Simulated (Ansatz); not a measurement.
Starting cell, BAs (zinc blende):

```
BAs
1.0
    0.00000     2.40467     2.40467
    2.40467     0.00000     2.40467
    2.40467     2.40467     0.00000
As B
1 1
Cartesian
  3.60701   3.60701   3.60701
  0.00000   0.00000   0.00000
```

In each cell atom 1 (As, nearest neighbour B at 2.083 Å; its periodic images, 3.4 Å or more away, move with it) moves by s·(1.000, 0.000, 0.000) (along Cartesian x), the rest being held.

Calculation: PBE (plane waves to 420 eV, PAW, scalar-relativistic; Ansatz, a quantum-chemistry and plane-wave program). k mesh 10×10×10 (Γ-centred), Fermi-Dirac smearing 0.05 eV. Compression counts positive. BAs was relaxed with its symmetry unable to fall. 

| s (Å) | P (GPa) |
|---|---|
| -0.210 | 2.62 |
| -0.168 | [?] |
| -0.126 | 0.96 |
| -0.084 | [?] |
| -0.042 | 0.10 |
| 0.000 | 0.00 |
| 0.042 | 0.10 |
| 0.084 | [?] |
| 0.126 | 0.96 |
| 0.168 | [?] |
| 0.210 | 2.62 |

Problem. What belongs in the gaps?

Solution. 
- -0.168, P (GPa): 1.69
- -0.084, P (GPa): 0.43
- 0.084, P (GPa): 0.43
- 0.168, P (GPa): 1.69

(For displaced atoms, the force is minus the slope of the energy, and its curvature is a force constant, which sets phonon frequencies.)
